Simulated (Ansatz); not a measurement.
Ba:
```yaml
crystal:
  lattice:
    - [-2.51000, 2.51000, 2.51000]
    - [2.51000, -2.51000, 2.51000]
    - [2.51000, 2.51000, -2.51000]
  atoms:
    - { symbol: Ba, position: [0.00000, 0.00000, 0.00000] }
```

Relaxed with PBE. Special points in fractions of this cell's reciprocal vectors: Γ (0.000, 0.000, 0.000); H (0.500, -0.500, 0.500); N (0.000, 0.000, 0.500); P (0.250, 0.250, 0.250).

Problem. List the band energies nearest the Fermi level at these points for PBE (plane waves, PAW; program Ansatz).

Solution. In eV from the Fermi level; about four levels below and three above (degenerate sets whole), none deeper than 8.9 eV; points with the same levels are listed once.

```json
[
 {"k": "Γ", "below": "-2.73", "above": "1.84 1.84 1.84"},
 {"k": "H", "below": "-0.53 -0.53", "above": "4.02 4.02 4.02"},
 {"k": "N", "below": "-0.88", "above": "0.70 1.23 3.20"},
 {"k": "P", "below": "–", "above": "0.53 0.53 0.53"}
]
```

Space group Im-3m (bcc (W type)). The PBE relaxation kept the symmetry of its start. Spin–orbit coupling is left out wherever it is not named.

Potentials: the later of the program's two PAW sets.
